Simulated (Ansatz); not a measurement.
The cell is an ordered 8-atom cell of In4BiP3 on the zincblende lattice (I-42m); cell and atoms were relaxed with r2SCAN. It is tetragonal, I-42m (No. 121); conventional cell a = 6.115 Å, c = 12.181 Å, 28.47 Å³ an atom. P has 4 In at 2.60 Å; In has 3 P at 2.56–2.60 Å and 1 Bi at 2.84 Å; P has 4 In at 2.56 Å; Bi has 4 In at 2.84 Å.

```cif
data_structure
_symmetry_space_group_name_H-M 'I-42m'
_symmetry_Int_Tables_number 121
_cell_length_a 6.1150
_cell_length_b 6.1150
_cell_length_c 12.1814
_cell_angle_alpha 90.000
_cell_angle_beta 90.000
_cell_angle_gamma 90.000
_cell_volume 455.51
loop_
_atom_site_label
_atom_site_type_symbol
_atom_site_symmetry_multiplicity
_atom_site_Wyckoff_symbol
_atom_site_fract_x
_atom_site_fract_y
_atom_site_fract_z
_atom_site_occupancy
P1 P 4 d 0.50000 0.00000 0.25000 1
In1 In 8 i 0.26991 0.73009 0.13257 1
P2 P 2 b 0.50000 0.50000 0.00000 1
Bi1 Bi 2 a 0.00000 0.00000 0.00000 1
```

The questions ask for values computed with Ansatz on this geometry. Values at 0 K without nuclear motion; no magnetic order is allowed, and the phase may be a hypothetical one.

**Question.** Is there a gap with PBE, and of what kind?

**Answer.** PBE gives a gap of zero: filled and empty bands touch at Γ.

**Question.** Estimate the gap with PBE+SOC on 6×6×6.

**Answer.** PBE+SOC gives a direct gap of 0.05 eV at Γ. (With 0.02 eV of smearing so small a gap leaves both edges partly filled, and it could close between the points sampled.)

**Question.** Estimate the gap with r2SCAN on 6×6×6.

**Answer.** The r2SCAN gap is direct at Γ: 0.17 eV.

**Question.** Estimate the gap with HSE06 on 4×4×4.

**Answer.** HSE06 gives a direct gap of 0.43 eV at Γ.

**Question.** What do these levels agree on?

**Answer.** The levels disagree on the kind of gap: direct with PBE+SOC, r2SCAN, HSE06; zero gap with PBE.

Only the levels marked +SOC include spin-orbit coupling.

Gaps under 0.1 eV (PBE+SOC) can't be told from a closed one: the bands may be in normal order or already inverted, which a gap's size doesn't show.
